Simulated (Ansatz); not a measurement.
An Ansatz (an electronic-structure program) run. Input:

Ansatz 0.2 input:
```yaml
crystal:
  lattice:
    - [4.2202322434, 0.0, 0.0]
    - [-2.1101161217, 3.6548283327, 0.0]
    - [0.0, 0.0, 6.7823855389]
  atoms:
    - { symbol: Mg, position: [0.6666666667, 0.3333333333, 0.4975812065] }
    - { symbol: Mg, position: [0.3333333333, 0.6666666667, 0.9975812065] }
    - { symbol: Se, position: [0.6666666667, 0.3333333333, 0.8774187935] }
    - { symbol: Se, position: [0.3333333333, 0.6666666667, 0.3774187935] }
kpoints:
  mp_grid: { grid: [6, 6, 3] }
hamiltonian:
  xc: hse06
  pseudopotentials: { azcp: { folder: ./paw }, kind: paw }
scf:
  n_extra_bands: 6
  occupations: { method: fixed }
output:
  eigenvalues: true
  eigenstates:
    e_range: [-9.0, 11.8]
    kpoints:
      - [0.0, 0.0, 0.0]  # VBM
      - [0.0, 0.0, 0.0]  # CBM
      - [0.0, 0.0, 0.0]  # GAMMA
      - [0.0, 0.0, 0.5]  # A
      - [0.3333333333, 0.3333333333, 0.0]  # K
      - [0.3333333333, 0.3333333333, 0.5]  # H
      - [0.5, 0.0, 0.0]  # M
      - [0.5, 0.0, 0.5]  # L
```

Output (shortened):

```
Pseudopotential: Mg, paw, valence charge 10
Pseudopotential: Se, paw, valence charge 16
Functional definition: HSE06
davidson cushion auto → on  (no smearing: the cushion is to keep the highest requested band from converging to the state above it …
Crystal: 4 atoms, lattice volume = 104.613 Å³
Basis set: ecut = 420 eV, 2033 PW (Γ)
Bands: 32, of which v1, the nominal top of the filled ones, is band 26 counted from 1 (25 counted from 0)
Symmetry: 12 space group operations
Space group: P63mc (ITA 186), of the structure as read, at distance tolerance 4.7e-5 Å
k-points: 14 of 108 (time reversal used)
SCF iter   1: F=—  HF=-14791.125147 eV  |F-HF|=—  |Δ(HF+E_count)|=         —  Δρ=4.41e-2  dr2=1.41e0  ethr=1.00e-1  ⟨swp⟩=8.1  Hψ=1462  notcnv=0
preconditioner: auto → none
SCF iter   2: F=—  HF=-14790.782926 eV  |F-HF|=—  |Δ(HF+E_count)|=   3.42e-1  Δρ=1.65e-2  dr2=2.12e-1  ethr=2.71e-3  ⟨swp⟩=4.9  Hψ=1251  notcnv=0  defer=1
iter 3 solved again at ethr=2.32e-5 eV; its pass at ethr=4.07e-4 eV (dr2=1.21e-2 eV) is discarded
SCF iter   3: F=—  HF=-14790.805527 eV  |F-HF|=—  |Δ(HF+E_count)|=   2.26e-2  Δρ=4.02e-3  dr2=1.18e-2  ethr=2.32e-5  ⟨swp⟩=3.6  Hψ=2224  notcnv=0  defer=1
SCF iter   4: F=—  HF=-14790.808694 eV  |F-HF|=—  |Δ(HF+E_count)|=   3.17e-3  Δρ=7.74e-4  dr2=7.71e-4  ethr=2.27e-5  ⟨swp⟩=3.9  Hψ=1359  notcnv=0
SCF iter   5: F=-14790.809210 eV  HF=-14790.809181 eV  |F-HF|=2.98e-5  |Δ(HF+E_count)|=   4.87e-4  Δρ=2.11e-4  dr2=2.42e-5  ethr=1.48e-6  ⟨swp⟩=3.1  Hψ=1203  notcnv=0
SCF 1 stopped early in 5 iterations: F = -14790.809210 eV  dr2 = 2.42e-5
Crystal: 4 atoms, lattice volume = 104.613 Å³
Exchange kernel: α = 0.2500, screened, ω = 0.2079 Å⁻¹, Wigner–Seitz truncation, v(0) = 1046.4247 eV·Å³, q-mesh 6×6×3, nearest image of the exchange supercell L …
Frozen-core exchange: fock
SCF iter   1: F=—  HF=-14794.819849 eV  |F-HF|=—  |Δ(HF+E_count)|=         —  Δρ=3.67e-3  dr2=7.93e-3  ethr=4.65e-7  ⟨swp⟩=7.8  Hψ=2211  notcnv=0
preconditioner: auto → none
SCF iter   2: F=—  HF=-14794.808359 eV  |F-HF|=—  |Δ(HF+E_count)|=   1.15e-2  Δρ=1.35e-3  dr2=1.60e-3  ethr=4.65e-7  ⟨swp⟩=4.1  Hψ=1808  notcnv=0
SCF iter   3: F=—  HF=-14794.807892 eV  |F-HF|=—  |Δ(HF+E_count)|=   4.67e-4  Δρ=4.11e-4  dr2=5.89e-4  ethr=4.65e-7  ⟨swp⟩=3.0  Hψ=1442  notcnv=0
SCF iter   4: F=—  HF=-14794.815428 eV  |F-HF|=—  |Δ(HF+E_count)|=   7.54e-3  Δρ=3.46e-4  dr2=6.41e-5  ethr=1.40e-7  ⟨swp⟩=4.0  Hψ=1890  notcnv=0
SCF iter   5: F=-14794.815375 eV  HF=-14794.815376 eV  |F-HF|=6.30e-7  |Δ(HF+E_count)|=   5.20e-5  Δρ=2.03e-5  dr2=6.37e-6  ethr=1.16e-7  ⟨swp⟩=3.0  Hψ=1414  notcnv=0
SCF 2 stopped early in 5 iterations: F = -14794.815375 eV  dr2 = 6.37e-6
hybrid outer 1: dexx = +8.255e-3 eV, tail = 1.01e-4 eV
Crystal: 4 atoms, lattice volume = 104.613 Å³
Exchange kernel: α = 0.2500, screened, ω = 0.2079 Å⁻¹, Wigner–Seitz truncation, v(0) = 1046.4247 eV·Å³, q-mesh 6×6×3, nearest image of the exchange supercell L …
Frozen-core exchange: fock
SCF iter   1: F=—  HF=-14794.815535 eV  |F-HF|=—  |Δ(HF+E_count)|=         —  Δρ=4.28e-5  dr2=1.69e-6  ethr=9.75e-7  ⟨swp⟩=2.5  Hψ=1006  notcnv=0
preconditioner: auto → none
SCF iter   2: F=—  HF=-14794.815536 eV  |F-HF|=—  |Δ(HF+E_count)|=   9.68e-7  Δρ=2.00e-5  dr2=3.16e-7  ethr=2.30e-9  ⟨swp⟩=4.1  Hψ=1761  notcnv=0
iter 3 solved again at ethr=3.27e-11 eV; its pass at ethr=3.65e-10 eV (dr2=1.70e-8 eV) is discarded
SCF iter   3: F=-14794.815538 eV  HF=-14794.815538 eV  |F-HF|=2.12e-9  |Δ(HF+E_count)|=   1.39e-6  Δρ=4.89e-6  dr2=1.91e-8  ethr=3.27e-11  ⟨swp⟩=2.2  Hψ=2292  notcnv=0
SCF 3 converged in 3 iterations: F = -14794.815538 eV  dr2 = 1.91e-8
hybrid outer 2: dexx = +1.701e-6 eV, tail = 8.71e-8 eV, Δε = 3.82e-3 eV (about 1.94e-4 eV left of the loop's levels)
NSCF: frozen V_eff on 8 k-points
hybrid SCF converged: 2 outer / 8 inner (+5 warm-up), last move |dexx| = 1.70e-6 eV, tail = 8.71e-8 eV
Stability not checked (fock_operator)
Free energy (F): -14794.815538 eV
Frozen-core exchange: fock
Harris-Foulkes:  -14794.815538 eV  (|F-HF|=2.12e-9)
Internal energy: -14794.815538 eV  (E = F + TS)
E sigma→0 (E₀):  -14794.815538 eV
Fermi energy:    3.438497 eV
--- Per-component energies (eV) ---
  E_band       = -1721.600198
  E_kinetic    = 363.812366
  E_local      = -9462.522500  (includes V_loc(G=0)·N_el)
  E_nonlocal   = -323.885912
  E_hartree    = 4291.221880
  E_xc         = -182.884012
  E_vxc        = -202.780180  (∫ρ·V_xc dr)
  E_exx        = -239.758021  (= α·E_x^exact, valence–valence)
  E_paw        = -4664.069750  (= ΣΔE_a)
  E_vpaw       = -199.157241  (= ΣTr[D̂ρ^β])
  E_aug_tail   = -0.001076  (compensation charges beyond the density's cutoff)
  E_ewald      = -4574.516807
  E_core_change = -2.211704  (= ΣΔE_core)
  E_smearing   =  0.000000  (= −TS)
  E_closure    =  0.000000  (closes the sum)
  Σ components = -14794.815538   (vs F -14794.815538, Δ=-1.82e-12)
  [band-id]    e_kinetic+e_local+e_nonlocal+2·e_hartree+e_vxc+2·e_exx+e_vpaw+e_augmentation_tail = -1721.606827   (vs E_band -1721.600198, Δ=-6.63e-3)
--- Band table (eV; the first three rows and the last of 14) ---
  k-point 0: bands = ["-75.9226", "-75.9225", "-45.7434", "-45.7434", "-45.7434", "-45.7434", "-45.7423", "-45.7420", "-45.7386", "-45.7386", "-45.7385", "-45.7385", "-40.8189", "-40.8165", "-40.8151", "-40.8151", "-40.8146", "-40.8146", "-9.3480", "-8.6702", …
  k-point 1: bands = ["-75.9225", "-75.9225", "-45.7434", "-45.7434", "-45.7434", "-45.7434", "-45.7422", "-45.7420", "-45.7386", "-45.7386", "-45.7385", "-45.7385", "-40.8183", "-40.8171", "-40.8149", "-40.8149", "-40.8147", "-40.8147", "-9.1958", "-8.8591", …
  k-point 2: bands = ["-75.9225", "-75.9225", "-45.7434", "-45.7433", "-45.7433", "-45.7433", "-45.7423", "-45.7420", "-45.7386", "-45.7386", "-45.7385", "-45.7385", "-40.8187", "-40.8166", "-40.8155", "-40.8152", "-40.8150", "-40.8147", "-9.2201", "-8.6076", …
  k-point 13: bands = ["-75.9225", "-75.9225", "-45.7432", "-45.7432", "-45.7431", "-45.7431", "-45.7421", "-45.7421", "-45.7386", "-45.7385", "-45.7385", "-45.7385", "-40.8178", "-40.8178", "-40.8161", "-40.8161", "-40.8160", "-40.8157", "-8.5430", …
```

Cost: roughly 2.6 core-minutes on shared cores.

The points marked VBM and CBM come from a semilocal run.

Space group P6_3mc (wurtzite). The first step of the workflow began from a Materials Project structure, measured or hypothetical; the Crystallography Open Database copy checked does not list it. COD files the formula under space group No. 225. Whether it is the stable phase at ambient conditions was not checked. The PBEsol relaxation kept the symmetry of its start; whether a distortion lowers the energy is not shown. Spin–orbit coupling is left out wherever it is not named.

Potentials: the earlier of the program's two PAW sets. The files were generated under PBE; for other functionals the program regenerates the frozen cores, and for LDA and PBEsol the local potential too.

Ansatz is a plane-wave DFT program.
